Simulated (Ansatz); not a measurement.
Data:

LaLuO$_{3}$:
```
CELL_PARAMETERS angstrom
      4.19302     0.00000     0.00000
      0.00000     4.19302     0.00000
      0.00000     0.00000     4.19302
ATOMIC_POSITIONS crystal
  La 0.00000 0.00000 0.00000
  Lu 0.50000 0.50000 0.50000
  O  0.00000 0.50000 0.50000
  O  0.50000 0.50000 0.00000
  O  0.50000 0.00000 0.50000
```

This is the PBEsol-relaxed structure.

Question: All from PBEsol (plane waves, PAW; program Ansatz), unless another level is named. Estimate the electronic dielectric constant ε∞ (DFPT).

Answer: 5.92.

Question: And the Born charges (a third of the trace)?

Answer: La +4.62, Lu +3.74, O -2.79 e.

Space group Pm-3m (cubic perovskite). The cell is a constructed one: a structure type filled with these elements; neither database checked (COD, Materials Project) lists it. Whether it is the stable phase at ambient conditions was not checked. The cell was relaxed with PBEsol under the symmetry of its start. At this level the phase is dynamically unstable (imaginary phonons). Scalar-relativistic: spin–orbit coupling is off unless named, which matters more the heavier the elements.

Potentials: the earlier of the program's two PAW sets. The files were generated under PBE; for other functionals the program regenerates the frozen cores, and for LDA and PBEsol the local potential too.
